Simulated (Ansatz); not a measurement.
SbRuS:
```yaml
crystal:
  lattice:
    - [6.21954, 0.00000, 0.00000]
    - [0.00000, 6.15896, 0.00000]
    - [-2.29113, 0.00000, 5.79527]
  atoms:
    - { symbol: Sb, position: [0.14943, 0.37127, 0.37089] }
    - { symbol: Sb, position: [0.85057, 0.62873, 0.62911] }
    - { symbol: Sb, position: [0.85057, 0.87127, 0.12911] }
    - { symbol: Sb, position: [0.14943, 0.12873, 0.87089] }
    - { symbol: Ru, position: [0.29597, 0.98761, 0.30261] }
    - { symbol: Ru, position: [0.70403, 0.01239, 0.69739] }
    - { symbol: Ru, position: [0.70403, 0.48761, 0.19739] }
    - { symbol: Ru, position: [0.29597, 0.51239, 0.80261] }
    - { symbol: S, position: [0.35277, 0.63217, 0.17959] }
    - { symbol: S, position: [0.64723, 0.36783, 0.82041] }
    - { symbol: S, position: [0.64723, 0.13217, 0.32041] }
    - { symbol: S, position: [0.35277, 0.86783, 0.67959] }
```

Relaxed with r²SCAN. Special points in fractions of this cell's reciprocal vectors: Γ (0.000, 0.000, 0.000); Z (0.000, 0.500, 0.000); D (0.000, 0.500, 0.500); B (0.000, 0.000, 0.500); A (-0.500, 0.000, 0.500); E (-0.500, 0.500, 0.500); C2 (-0.500, 0.500, 0.000); Y2 (-0.500, 0.000, 0.000).

Task: List the band energies nearest the valence-band maximum at these points for DFT-r²SCAN in the program Ansatz with PAW potentials.

Result: In eV from the valence-band maximum; about four levels below and three above (degenerate sets whole), none deeper than 8.9 eV; points with the same levels are listed once.

| k | below | above |
|---|---|---|
| Γ | -0.77 -0.62 -0.53 -0.40 | 1.05 1.41 2.05 |
| Z | -0.54 -0.54 -0.21 -0.21 | 1.33 1.33 1.93 1.93 |
| D | -0.97 -0.97 -0.09 -0.09 | 1.44 1.44 1.83 1.83 |
| B | -0.97 -0.97 -0.36 -0.36 | 1.38 1.38 1.84 1.84 |
| A | -0.65 -0.65 -0.25 -0.25 | 1.94 1.94 2.36 2.36 |
| E | -0.34 -0.34 -0.08 -0.08 | 1.20 1.20 1.77 1.77 |
| C2 | -0.91 -0.91 -0.24 -0.24 | 1.46 1.46 1.53 1.53 |
| Y2 | -0.87 -0.82 -0.29 0.00 | 1.32 1.68 1.73 |

Space group P2_1/c. The first step of the workflow began from a Materials Project structure, measured or hypothetical; the Crystallography Open Database copy checked does not list it. Its standing as an ambient phase is unchecked. Symmetry was held in the r²SCAN relaxation; whether a distortion lowers the energy is not shown. No spin polarisation was allowed. Scalar-relativistic: spin–orbit coupling is off unless named, which matters more the heavier the elements.

Potentials: the later of the program's two PAW sets.
